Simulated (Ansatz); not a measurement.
# NbCd₃: eigenvalues along the path

```
Nb Cd
1.0
     4.21500    0.00000    0.00000
     0.00000    4.21500    0.00000
     0.00000    0.00000    4.21500
Nb Cd
1 3
Direct
  0.00000 0.00000 0.00000
  0.00000 0.50000 0.50000
  0.50000 0.00000 0.50000
  0.50000 0.50000 0.00000
```

Atoms are numbered in the order listed.

The geometry is COD entry 2310296, unchecked; take it as a test cell.

Spin polarisation is left out, and whether a magnetic state lies lower isn't shown here.

The calculation used DFT, PBE, all-electron LAPW, scalar-relativistic (Ansatz 0.2.0).

Settings: a Γ-centred 9×9×9 k mesh, Fermi–Dirac smearing of 0.08 eV, basis error target 0.5 meV/atom, no spin polarisation.

Path points, in fractions of the reciprocal vectors: Γ (0.000, 0.000, 0.000), X (0.000, 0.500, 0.000), M (0.500, 0.500, 0.000), R (0.500, 0.500, 0.500). Levels in eV from the Fermi level; bands 25 to 52, counted from the lowest band of the run. The gap is zero.

```
# k(1/Å) point b25 b26 b27 b28 b29 b30 b31 b32 b33 b34 b35 b36 b37 b38 b39 b40 b41 b42 b43 b44 b45 b46 b47 b48 b49 b50 b51 b52
0.000 Γ -9.71 -9.48 -9.48 -9.48 -9.21 -9.21 -8.65 -8.44 -8.44 -8.44 -8.04 -8.04 -7.66 -7.55 -7.55 -7.55 -0.92 -0.92 0.22 0.22 0.22 1.29 1.29 1.29 5.59 5.99 5.99 7.58
0.053 - -9.71 -9.48 -9.48 -9.48 -9.20 -9.20 -8.63 -8.44 -8.44 -8.44 -8.04 -8.04 -7.66 -7.56 -7.56 -7.55 -1.00 -0.92 0.19 0.19 0.25 1.28 1.32 1.32 5.62 5.91 6.03 7.59
0.106 - -9.69 -9.47 -9.46 -9.46 -9.20 -9.19 -8.60 -8.45 -8.44 -8.44 -8.05 -8.04 -7.67 -7.59 -7.59 -7.55 -1.22 -0.91 0.12 0.12 0.32 1.28 1.42 1.42 5.68 5.71 6.19 7.63
0.160 - -9.67 -9.47 -9.44 -9.44 -9.18 -9.16 -8.54 -8.46 -8.43 -8.43 -8.07 -8.04 -7.68 -7.62 -7.62 -7.55 -1.53 -0.91 0.02 0.02 0.40 1.27 1.57 1.57 5.45 5.72 6.49 7.67
0.213 - -9.64 -9.45 -9.41 -9.41 -9.17 -9.13 -8.47 -8.46 -8.42 -8.42 -8.08 -8.04 -7.71 -7.68 -7.68 -7.55 -1.91 -0.90 -0.10 -0.10 0.48 1.27 1.76 1.76 5.16 5.74 6.93 7.68
0.266 - -9.60 -9.44 -9.37 -9.37 -9.15 -9.09 -8.49 -8.42 -8.42 -8.37 -8.09 -8.04 -7.74 -7.74 -7.73 -7.55 -2.32 -0.89 -0.23 -0.23 0.55 1.26 1.97 1.97 4.86 5.74 7.45 7.64
0.319 - -9.55 -9.42 -9.33 -9.33 -9.12 -9.04 -8.50 -8.41 -8.41 -8.31 -8.05 -8.04 -7.81 -7.81 -7.76 -7.55 -2.75 -0.88 -0.35 -0.35 0.63 1.25 2.21 2.21 4.57 5.73 7.52 7.52
0.373 - -9.50 -9.40 -9.27 -9.27 -9.10 -8.99 -8.52 -8.41 -8.41 -8.31 -8.04 -7.92 -7.89 -7.89 -7.80 -7.55 -3.18 -0.87 -0.46 -0.46 0.70 1.24 2.47 2.47 4.30 5.73 7.31 7.31
0.426 - -9.45 -9.38 -9.21 -9.21 -9.07 -8.93 -8.55 -8.40 -8.40 -8.34 -8.04 -7.98 -7.98 -7.84 -7.74 -7.55 -3.62 -0.86 -0.57 -0.57 0.78 1.23 2.74 2.74 4.05 5.71 7.05 7.05
0.479 - -9.39 -9.36 -9.14 -9.14 -9.05 -8.87 -8.57 -8.41 -8.41 -8.39 -8.06 -8.06 -8.04 -7.88 -7.55 -7.53 -4.06 -0.84 -0.67 -0.67 0.85 1.22 3.03 3.03 3.83 5.69 6.74 6.74
0.532 - -9.34 -9.34 -9.07 -9.07 -9.02 -8.81 -8.59 -8.44 -8.42 -8.42 -8.13 -8.13 -8.05 -7.91 -7.55 -7.28 -4.49 -0.83 -0.75 -0.75 0.91 1.21 3.33 3.33 3.64 5.67 6.41 6.41
0.586 - -9.33 -9.29 -8.99 -8.99 -8.99 -8.76 -8.60 -8.49 -8.45 -8.45 -8.19 -8.19 -8.07 -7.94 -7.55 -7.01 -4.90 -0.82 -0.81 -0.81 0.97 1.20 3.49 3.64 3.64 5.65 6.08 6.08
0.639 - -9.31 -9.25 -8.97 -8.92 -8.92 -8.71 -8.62 -8.54 -8.51 -8.51 -8.22 -8.22 -8.09 -7.95 -7.55 -6.72 -5.29 -0.86 -0.86 -0.81 1.01 1.20 3.38 3.93 3.93 5.63 5.76 5.76
0.692 - -9.30 -9.22 -8.95 -8.85 -8.85 -8.68 -8.63 -8.57 -8.57 -8.57 -8.24 -8.24 -8.11 -7.96 -7.55 -6.41 -5.66 -0.89 -0.89 -0.81 1.04 1.19 3.32 4.18 4.18 5.50 5.50 5.62
0.745 X -9.30 -9.21 -8.95 -8.81 -8.81 -8.67 -8.63 -8.60 -8.60 -8.59 -8.24 -8.24 -8.12 -7.96 -7.55 -6.18 -5.91 -0.90 -0.90 -0.80 1.04 1.19 3.30 4.29 4.29 5.39 5.39 5.61
0.799 - -9.30 -9.21 -8.94 -8.82 -8.81 -8.66 -8.63 -8.60 -8.60 -8.58 -8.25 -8.24 -8.12 -7.96 -7.56 -6.18 -5.89 -0.93 -0.89 -0.81 1.05 1.16 3.31 4.18 4.34 5.09 5.39 5.96
0.852 - -9.29 -9.20 -8.93 -8.84 -8.81 -8.65 -8.63 -8.61 -8.60 -8.57 -8.27 -8.24 -8.12 -7.97 -7.58 -6.15 -5.84 -1.01 -0.87 -0.83 1.06 1.07 3.32 3.91 4.47 4.77 5.40 6.43
0.905 - -9.27 -9.18 -8.91 -8.86 -8.81 -8.63 -8.63 -8.62 -8.60 -8.56 -8.29 -8.24 -8.13 -7.97 -7.61 -6.12 -5.75 -1.14 -0.86 -0.84 0.94 1.08 3.32 3.57 4.53 4.69 5.41 6.94
0.958 - -9.25 -9.16 -8.88 -8.88 -8.81 -8.65 -8.62 -8.61 -8.60 -8.54 -8.32 -8.23 -8.14 -7.98 -7.65 -6.06 -5.63 -1.31 -0.91 -0.79 0.78 1.10 3.20 3.26 4.42 4.96 5.43 7.48
1.012 - -9.22 -9.14 -8.90 -8.85 -8.81 -8.66 -8.61 -8.60 -8.59 -8.52 -8.34 -8.23 -8.16 -7.99 -7.70 -6.00 -5.47 -1.51 -0.98 -0.74 0.61 1.12 2.85 3.14 4.45 5.28 5.45 7.58
1.065 - -9.19 -9.11 -8.93 -8.82 -8.81 -8.67 -8.61 -8.60 -8.58 -8.50 -8.36 -8.22 -8.18 -8.01 -7.76 -5.92 -5.30 -1.73 -1.09 -0.68 0.44 1.15 2.54 2.97 4.58 5.48 5.63 7.51
1.118 - -9.16 -9.08 -8.95 -8.81 -8.79 -8.66 -8.60 -8.60 -8.59 -8.49 -8.36 -8.21 -8.21 -8.03 -7.82 -5.83 -5.09 -1.97 -1.24 -0.62 0.27 1.17 2.29 2.80 4.77 5.50 6.00 7.38
1.171 - -9.12 -9.06 -8.97 -8.81 -8.78 -8.63 -8.60 -8.60 -8.59 -8.47 -8.35 -8.23 -8.21 -8.05 -7.89 -5.73 -4.87 -2.21 -1.43 -0.55 0.12 1.18 2.10 2.64 5.00 5.54 6.39 7.22
1.224 - -9.07 -9.04 -8.98 -8.80 -8.76 -8.62 -8.60 -8.59 -8.59 -8.46 -8.34 -8.27 -8.20 -8.09 -7.96 -5.62 -4.62 -2.45 -1.66 -0.49 -0.01 1.18 1.97 2.51 5.25 5.57 6.80 7.04
1.278 - -9.03 -9.03 -9.00 -8.80 -8.74 -8.64 -8.60 -8.59 -8.54 -8.44 -8.32 -8.30 -8.19 -8.12 -8.02 -5.51 -4.36 -2.67 -1.93 -0.44 -0.12 1.18 1.90 2.39 5.52 5.60 6.87 7.22
1.331 - -9.02 -9.01 -8.99 -8.80 -8.71 -8.66 -8.59 -8.59 -8.49 -8.42 -8.33 -8.31 -8.18 -8.16 -8.08 -5.40 -4.08 -2.87 -2.22 -0.39 -0.21 1.17 1.87 2.31 5.63 5.81 6.72 7.64
1.384 - -9.02 -9.01 -8.96 -8.80 -8.69 -8.68 -8.59 -8.59 -8.43 -8.41 -8.36 -8.30 -8.21 -8.18 -8.12 -5.32 -3.79 -3.02 -2.53 -0.36 -0.28 1.16 1.86 2.24 5.65 6.09 6.60 7.58
1.437 - -9.02 -9.02 -8.94 -8.80 -8.69 -8.66 -8.59 -8.59 -8.41 -8.40 -8.37 -8.29 -8.26 -8.18 -8.16 -5.25 -3.48 -3.13 -2.85 -0.34 -0.32 1.16 1.86 2.20 5.67 6.36 6.53 7.28
1.491 M -9.02 -9.02 -8.93 -8.80 -8.69 -8.65 -8.59 -8.59 -8.40 -8.40 -8.34 -8.29 -8.29 -8.17 -8.17 -5.23 -3.17 -3.16 -3.16 -0.33 -0.33 1.16 1.86 2.19 5.67 6.50 6.50 7.12
1.566 - -9.03 -9.01 -8.95 -8.80 -8.69 -8.67 -8.62 -8.57 -8.41 -8.40 -8.38 -8.29 -8.23 -8.18 -8.14 -5.28 -3.57 -3.15 -2.69 -0.34 -0.31 1.16 1.85 2.22 5.66 6.28 6.53 7.40
1.641 - -9.06 -8.99 -8.97 -8.79 -8.72 -8.68 -8.67 -8.51 -8.46 -8.40 -8.38 -8.30 -8.19 -8.16 -8.09 -5.45 -3.81 -3.12 -2.20 -0.35 -0.26 1.17 1.84 2.31 5.60 5.95 6.59 7.86
1.717 - -9.10 -9.04 -8.91 -8.79 -8.77 -8.77 -8.64 -8.52 -8.43 -8.42 -8.36 -8.29 -8.21 -8.09 -8.02 -5.74 -3.87 -3.07 -1.74 -0.37 -0.18 1.18 1.82 2.49 5.43 5.69 6.69 7.61
1.792 - -9.16 -9.10 -8.87 -8.86 -8.86 -8.74 -8.63 -8.56 -8.48 -8.33 -8.33 -8.26 -8.23 -8.02 -7.95 -6.12 -3.77 -2.99 -1.34 -0.39 -0.06 1.20 1.78 2.77 5.12 5.51 6.81 7.54
1.867 - -9.22 -9.16 -8.96 -8.96 -8.85 -8.71 -8.64 -8.52 -8.52 -8.29 -8.26 -8.23 -8.22 -7.96 -7.88 -6.53 -3.56 -2.89 -1.03 -0.41 0.08 1.21 1.75 3.14 4.69 5.43 6.93 7.65
1.942 - -9.29 -9.22 -9.05 -9.05 -8.88 -8.71 -8.67 -8.51 -8.43 -8.28 -8.24 -8.19 -8.12 -7.89 -7.82 -6.93 -3.27 -2.76 -0.80 -0.41 0.24 1.22 1.73 3.57 4.21 5.47 7.03 7.88
2.018 - -9.36 -9.27 -9.14 -9.14 -8.94 -8.81 -8.63 -8.50 -8.31 -8.31 -8.18 -8.16 -8.02 -7.84 -7.76 -7.30 -2.93 -2.59 -0.65 -0.39 0.41 1.21 1.72 3.71 4.02 5.65 7.04 8.18
2.093 - -9.43 -9.32 -9.23 -9.22 -9.00 -8.90 -8.59 -8.48 -8.34 -8.22 -8.14 -8.09 -7.91 -7.79 -7.71 -7.63 -2.54 -2.39 -0.54 -0.35 0.59 1.16 1.72 3.22 4.41 6.00 6.91 8.17
2.168 - -9.51 -9.37 -9.30 -9.29 -9.06 -8.99 -8.55 -8.47 -8.37 -8.16 -8.13 -7.96 -7.90 -7.81 -7.74 -7.66 -2.15 -2.13 -0.45 -0.28 0.77 1.08 1.70 2.76 4.75 6.42 6.67 7.71
2.244 - -9.57 -9.41 -9.36 -9.35 -9.11 -9.07 -8.51 -8.47 -8.39 -8.22 -8.12 -8.04 -7.84 -7.73 -7.70 -7.62 -1.88 -1.73 -0.37 -0.19 0.93 0.95 1.66 2.33 5.05 6.41 6.56 7.57
2.319 - -9.63 -9.44 -9.41 -9.41 -9.15 -9.13 -8.49 -8.48 -8.41 -8.36 -8.08 -8.05 -7.74 -7.66 -7.66 -7.59 -1.59 -1.37 -0.25 -0.08 0.76 1.08 1.59 1.94 5.34 6.20 6.27 7.79
2.394 - -9.67 -9.46 -9.45 -9.45 -9.18 -9.17 -8.55 -8.46 -8.43 -8.43 -8.06 -8.05 -7.69 -7.61 -7.60 -7.57 -1.29 -1.10 -0.08 0.05 0.54 1.19 1.48 1.62 5.61 5.94 6.07 7.68
2.469 - -9.70 -9.48 -9.47 -9.47 -9.20 -9.20 -8.62 -8.44 -8.44 -8.44 -8.05 -8.04 -7.66 -7.57 -7.57 -7.56 -1.03 -0.96 0.12 0.17 0.32 1.26 1.35 1.38 5.66 5.90 6.01 7.61
2.545 Γ -9.71 -9.48 -9.48 -9.48 -9.21 -9.21 -8.65 -8.44 -8.44 -8.44 -8.04 -8.04 -7.66 -7.55 -7.55 -7.55 -0.92 -0.92 0.22 0.22 0.22 1.29 1.29 1.29 5.59 5.99 5.99 7.58
2.637 - -9.70 -9.47 -9.47 -9.47 -9.20 -9.20 -8.61 -8.45 -8.44 -8.44 -8.04 -8.04 -7.67 -7.57 -7.57 -7.56 -1.03 -1.03 0.01 0.29 0.29 1.30 1.30 1.44 5.70 5.93 5.93 7.64
2.729 - -9.66 -9.45 -9.44 -9.44 -9.16 -9.16 -8.54 -8.43 -8.42 -8.42 -8.06 -8.06 -7.70 -7.63 -7.63 -7.58 -1.28 -1.28 -0.42 0.37 0.37 1.38 1.38 1.72 5.83 5.83 6.03 7.80
2.821 - -9.60 -9.41 -9.38 -9.38 -9.10 -9.10 -8.56 -8.41 -8.41 -8.26 -8.08 -8.08 -7.77 -7.72 -7.72 -7.59 -1.55 -1.55 -0.89 0.33 0.33 1.56 1.56 1.95 5.76 5.76 6.57 7.91
2.914 - -9.53 -9.34 -9.32 -9.32 -9.02 -9.02 -8.62 -8.39 -8.39 -8.11 -8.11 -7.98 -7.87 -7.84 -7.84 -7.60 -1.81 -1.81 -1.32 0.18 0.18 1.77 1.77 2.10 5.70 5.70 7.23 7.36
3.006 - -9.47 -9.25 -9.25 -9.25 -8.92 -8.92 -8.71 -8.37 -8.37 -8.15 -8.15 -7.99 -7.97 -7.97 -7.63 -7.61 -2.02 -2.02 -1.70 -0.03 -0.03 1.96 1.96 2.17 5.59 5.59 6.44 7.95
3.098 - -9.42 -9.19 -9.19 -9.13 -8.81 -8.81 -8.80 -8.37 -8.37 -8.18 -8.18 -8.12 -8.09 -8.09 -7.62 -7.20 -2.20 -2.20 -2.00 -0.24 -0.24 2.08 2.08 2.14 5.38 5.38 5.63 8.27
3.190 - -9.38 -9.13 -9.13 -9.00 -8.90 -8.73 -8.73 -8.38 -8.38 -8.25 -8.19 -8.19 -8.18 -8.18 -7.63 -6.71 -2.32 -2.32 -2.20 -0.45 -0.45 1.98 2.14 2.14 4.95 5.09 5.09 8.82
3.282 - -9.35 -9.09 -9.09 -9.00 -8.87 -8.73 -8.73 -8.38 -8.37 -8.37 -8.24 -8.24 -8.15 -8.15 -7.64 -6.16 -2.41 -2.41 -2.30 -0.63 -0.63 1.64 2.13 2.13 4.48 4.82 4.82 8.62
3.375 - -9.34 -9.09 -9.09 -9.09 -8.78 -8.78 -8.74 -8.50 -8.34 -8.34 -8.27 -8.27 -8.07 -8.07 -7.64 -5.58 -2.45 -2.45 -2.28 -0.79 -0.79 1.12 2.05 2.05 4.21 4.60 4.60 7.56
3.467 - -9.33 -9.18 -9.14 -9.14 -8.81 -8.81 -8.63 -8.60 -8.34 -8.34 -8.28 -8.28 -7.95 -7.95 -7.65 -4.96 -2.46 -2.46 -2.15 -0.92 -0.92 0.49 1.93 1.93 4.10 4.46 4.46 6.53
3.559 - -9.33 -9.26 -9.21 -9.21 -8.81 -8.81 -8.68 -8.54 -8.37 -8.37 -8.26 -8.26 -7.84 -7.84 -7.66 -4.32 -2.45 -2.45 -1.94 -1.03 -1.03 -0.18 1.79 1.79 4.05 4.38 4.38 5.61
3.651 - -9.34 -9.31 -9.28 -9.28 -8.81 -8.81 -8.75 -8.47 -8.39 -8.39 -8.25 -8.25 -7.75 -7.75 -7.66 -3.67 -2.43 -2.43 -1.73 -1.12 -1.12 -0.82 1.67 1.67 4.01 4.35 4.35 4.86
3.743 - -9.35 -9.34 -9.33 -9.33 -8.80 -8.80 -8.79 -8.42 -8.40 -8.40 -8.25 -8.25 -7.68 -7.68 -7.66 -3.02 -2.40 -2.40 -1.81 -1.20 -1.17 -1.17 1.58 1.58 3.90 4.34 4.34 4.44
3.836 R -9.36 -9.34 -9.34 -9.34 -8.80 -8.80 -8.80 -8.41 -8.41 -8.41 -8.24 -8.24 -7.66 -7.66 -7.66 -2.39 -2.39 -2.39 -2.36 -1.20 -1.20 -1.20 1.56 1.56 3.81 4.34 4.34 4.34
3.911 - -9.36 -9.34 -9.33 -9.33 -8.80 -8.80 -8.79 -8.42 -8.41 -8.40 -8.25 -8.24 -7.68 -7.67 -7.66 -2.89 -2.43 -2.38 -1.88 -1.23 -1.20 -1.14 1.56 1.59 3.88 4.33 4.37 4.38
3.986 - -9.33 -9.33 -9.31 -9.29 -8.81 -8.80 -8.77 -8.44 -8.41 -8.39 -8.26 -8.24 -7.73 -7.70 -7.67 -3.39 -2.57 -2.36 -1.51 -1.30 -1.20 -0.93 1.56 1.69 3.99 4.29 4.51 4.55
4.062 - -9.32 -9.30 -9.27 -9.24 -8.82 -8.80 -8.72 -8.48 -8.41 -8.37 -8.27 -8.24 -7.80 -7.75 -7.68 -3.87 -2.83 -2.31 -1.33 -1.32 -1.20 -0.50 1.55 1.86 4.01 4.24 4.73 4.97
4.137 - -9.30 -9.26 -9.21 -9.17 -8.83 -8.80 -8.66 -8.53 -8.41 -8.34 -8.29 -8.25 -7.90 -7.81 -7.68 -4.30 -3.18 -2.24 -1.27 -1.22 -1.19 0.01 1.52 2.07 3.97 4.16 5.04 5.57
4.212 - -9.29 -9.21 -9.14 -9.09 -8.85 -8.80 -8.59 -8.58 -8.42 -8.32 -8.30 -8.25 -8.02 -7.88 -7.70 -4.70 -3.57 -2.15 -1.18 -1.14 -1.14 0.53 1.47 2.33 3.91 4.07 5.46 6.27
4.287 - -9.27 -9.15 -9.06 -9.01 -8.88 -8.81 -8.63 -8.50 -8.43 -8.35 -8.26 -8.26 -8.15 -7.96 -7.71 -5.04 -3.98 -2.04 -1.15 -1.07 -0.94 1.05 1.41 2.61 3.85 3.97 5.97 7.03
4.363 - -9.26 -9.10 -8.96 -8.93 -8.92 -8.81 -8.67 -8.45 -8.40 -8.39 -8.28 -8.28 -8.21 -8.03 -7.72 -5.33 -4.38 -1.90 -1.11 -1.01 -0.69 1.35 1.57 2.91 3.80 3.86 6.56 7.84
4.438 - -9.25 -9.04 -8.98 -8.87 -8.86 -8.82 -8.72 -8.47 -8.43 -8.40 -8.30 -8.30 -8.15 -8.10 -7.72 -5.58 -4.75 -1.75 -1.06 -0.97 -0.38 1.28 2.09 3.21 3.75 3.76 7.18 8.18
4.513 - -9.25 -9.04 -8.99 -8.82 -8.79 -8.78 -8.76 -8.49 -8.49 -8.48 -8.32 -8.23 -8.15 -8.08 -7.72 -5.78 -5.08 -1.57 -1.00 -0.94 -0.04 1.22 2.63 3.50 3.64 3.76 7.42 7.72
4.589 - -9.26 -9.09 -8.94 -8.83 -8.82 -8.73 -8.70 -8.54 -8.53 -8.51 -8.33 -8.19 -8.18 -8.02 -7.69 -5.93 -5.36 -1.39 -0.94 -0.92 0.32 1.16 3.17 3.53 3.77 3.80 6.75 7.75
4.664 - -9.27 -9.15 -8.89 -8.87 -8.83 -8.67 -8.65 -8.58 -8.58 -8.54 -8.32 -8.22 -8.15 -7.99 -7.65 -6.04 -5.59 -1.21 -0.91 -0.89 0.66 1.11 3.44 3.73 3.89 3.99 6.18 7.29
4.739 - -9.28 -9.18 -8.91 -8.85 -8.82 -8.63 -8.63 -8.62 -8.59 -8.56 -8.29 -8.23 -8.13 -7.97 -7.60 -6.12 -5.77 -1.05 -0.91 -0.84 0.94 1.08 3.37 4.04 4.15 4.30 5.75 6.72
4.814 - -9.30 -9.21 -8.94 -8.82 -8.82 -8.66 -8.63 -8.61 -8.60 -8.58 -8.26 -8.24 -8.12 -7.96 -7.57 -6.17 -5.88 -0.94 -0.90 -0.81 1.05 1.13 3.31 4.21 4.25 4.89 5.48 6.12
4.890 X -9.30 -9.21 -8.95 -8.81 -8.81 -8.67 -8.63 -8.60 -8.60 -8.59 -8.24 -8.24 -8.12 -7.96 -7.55 -6.18 -5.91 -0.90 -0.90 -0.80 1.04 1.19 3.30 4.29 4.29 5.39 5.39 5.61
5.944 R -9.36 -9.34 -9.34 -9.34 -8.80 -8.80 -8.80 -8.41 -8.41 -8.41 -8.24 -8.24 -7.66 -7.66 -7.66 -2.39 -2.39 -2.39 -2.36 -1.20 -1.20 -1.20 1.56 1.56 3.81 4.34 4.34 4.34
5.997 - -9.36 -9.34 -9.34 -9.34 -8.80 -8.80 -8.80 -8.41 -8.41 -8.41 -8.25 -8.24 -7.67 -7.67 -7.67 -2.73 -2.41 -2.41 -2.00 -1.24 -1.17 -1.17 1.55 1.58 3.85 4.34 4.35 4.35
6.050 - -9.35 -9.33 -9.33 -9.33 -8.80 -8.80 -8.79 -8.42 -8.41 -8.41 -8.25 -8.24 -7.68 -7.68 -7.68 -3.07 -2.47 -2.47 -1.62 -1.36 -1.11 -1.11 1.53 1.64 3.97 4.35 4.39 4.39
6.104 - -9.33 -9.31 -9.31 -9.31 -8.80 -8.80 -8.77 -8.43 -8.41 -8.41 -8.27 -8.24 -7.71 -7.71 -7.70 -3.38 -2.54 -2.54 -1.53 -1.22 -1.02 -1.02 1.51 1.72 4.16 4.36 4.46 4.46
6.157 - -9.30 -9.28 -9.28 -9.28 -8.80 -8.80 -8.75 -8.44 -8.41 -8.41 -8.28 -8.23 -7.74 -7.74 -7.72 -3.68 -2.63 -2.63 -1.74 -0.92 -0.92 -0.81 1.48 1.79 4.38 4.44 4.55 4.55
6.210 - -9.27 -9.25 -9.25 -9.25 -8.80 -8.80 -8.72 -8.46 -8.40 -8.40 -8.31 -8.22 -7.79 -7.79 -7.75 -3.95 -2.72 -2.72 -1.96 -0.81 -0.81 -0.39 1.44 1.84 4.41 4.68 4.68 4.80
6.263 - -9.23 -9.22 -9.22 -9.22 -8.79 -8.79 -8.69 -8.48 -8.40 -8.40 -8.34 -8.22 -7.84 -7.84 -7.79 -4.21 -2.81 -2.81 -2.18 -0.71 -0.71 0.03 1.40 1.87 4.45 4.83 4.83 5.21
6.316 - -9.18 -9.18 -9.18 -9.18 -8.78 -8.78 -8.65 -8.50 -8.40 -8.40 -8.37 -8.21 -7.90 -7.90 -7.83 -4.44 -2.89 -2.89 -2.40 -0.62 -0.62 0.44 1.35 1.89 4.50 5.02 5.02 5.68
6.370 - -9.14 -9.14 -9.13 -9.13 -8.77 -8.77 -8.60 -8.53 -8.41 -8.40 -8.40 -8.20 -7.96 -7.96 -7.88 -4.64 -2.96 -2.96 -2.59 -0.54 -0.54 0.84 1.31 1.89 4.59 5.24 5.24 6.18
6.423 - -9.10 -9.10 -9.09 -9.07 -8.75 -8.75 -8.56 -8.55 -8.45 -8.39 -8.39 -8.19 -8.03 -8.03 -7.93 -4.81 -3.02 -3.02 -2.76 -0.47 -0.47 1.22 1.26 1.89 4.70 5.48 5.48 6.71
6.476 - -9.07 -9.07 -9.04 -9.01 -8.73 -8.73 -8.58 -8.51 -8.50 -8.39 -8.39 -8.19 -8.10 -8.10 -7.99 -4.96 -3.07 -3.07 -2.90 -0.42 -0.42 1.23 1.55 1.88 4.86 5.74 5.74 7.26
6.529 - -9.05 -9.05 -9.00 -8.95 -8.69 -8.69 -8.61 -8.55 -8.45 -8.39 -8.39 -8.18 -8.17 -8.17 -8.04 -5.08 -3.11 -3.11 -3.02 -0.38 -0.38 1.20 1.82 1.87 5.07 6.01 6.01 7.80
6.583 - -9.03 -9.03 -8.96 -8.89 -8.65 -8.65 -8.63 -8.61 -8.40 -8.39 -8.39 -8.23 -8.23 -8.18 -8.10 -5.16 -3.14 -3.14 -3.10 -0.35 -0.35 1.17 1.86 2.03 5.31 6.25 6.25 7.70
6.636 - -9.02 -9.02 -8.94 -8.83 -8.66 -8.65 -8.61 -8.61 -8.40 -8.40 -8.36 -8.27 -8.27 -8.18 -8.14 -5.21 -3.16 -3.16 -3.15 -0.34 -0.34 1.16 1.86 2.15 5.55 6.43 6.43 7.29
6.689 M -9.02 -9.02 -8.93 -8.80 -8.69 -8.65 -8.59 -8.59 -8.40 -8.40 -8.34 -8.29 -8.29 -8.17 -8.17 -5.23 -3.17 -3.16 -3.16 -0.33 -0.33 1.16 1.86 2.19 5.67 6.50 6.50 7.12
```
